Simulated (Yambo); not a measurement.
G0W0@PBEsol for ZnS (zinc blende, space group F-43m, No. 216) in Yambo. Reference settings: 4×4×4 Γ-centred k mesh, bands 5 to 151 and a 14 Ry block in the screening, 151 bands in G with the Bruneval-Gonze terminator, plasmon pole fitted at 27.2 eV. The PBEsol gap Γ → Γ on this mesh is 2.09 eV; G0W0 gaps are taken between the same points.

Gap (Γ → Γ) in eV against the number of bands and the screening block, terminator on:

```
bands (W and G)   2 Ry   5 Ry   8 Ry  11 Ry  14 Ry
---------------  -----  -----  -----  -----  -----
32               3.481  3.547  3.544  3.542  3.540
54               3.374  3.465  3.472  3.472  3.473
82               3.335  3.424  3.440  3.442  3.444
116              3.321  3.410  3.430  3.434  3.439
151              3.313  3.399  3.419  3.424  3.430
```

Rough cost of the Yambo step against the reference (shared machines):

```
bands (W and G)  2 Ry  5 Ry  8 Ry  11 Ry  14 Ry
---------------  ----  ----  ----  -----  -----
32               1/10  1/10   1/7    1/7    1/4
54                1/6   1/5   1/6    1/5    1/3
82                1/4   1/5   1/4    1/3     ~1
116               1/3   1/3   1/2     ~1     ~1
151                ~1   1/2    ~1     ~1      1
```

At the largest block the last step in bands moves the gap by -0.009 eV; at the most bands the last step in the block moves it by 0.006 eV.

Geometry relaxed with PBEsol; primitive cell a = b = c = 3.787 Å, α = β = γ = 60.00°.
